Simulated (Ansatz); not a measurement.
Consider the following.

ZnAu:
```xyz
2
Lattice="3.1488 0.0000 0.0000 0.0000 3.1488 0.0000 0.0000 0.0000 3.1488" Properties=species:S:1:pos:R:3 pbc="T T T"
Au     0.0000     0.0000     0.0000
Zn     1.5744     1.5744     1.5744
```

This is the r²SCAN-relaxed structure.

Task: All from plane-wave PAW r²SCAN (Ansatz code), unless another level is named. Predict the formation energy from the elements (no fitted shifts).

Result: -0.22 eV/atom.

Task: What about the density of states at the Fermi level?

Result: 0.23 states/eV per atom (mean over ±0.08 eV).

Task: Next, the gap with spin–orbit coupling?

Result: none (metallic).

Space group Pm-3m (CsCl type). The r²SCAN relaxation kept the symmetry of its start. The references are the lowest solids computed at this level, not always the standard phases. Spin–orbit coupling is left out wherever it is not named.

Potentials: the later of the program's two PAW sets.
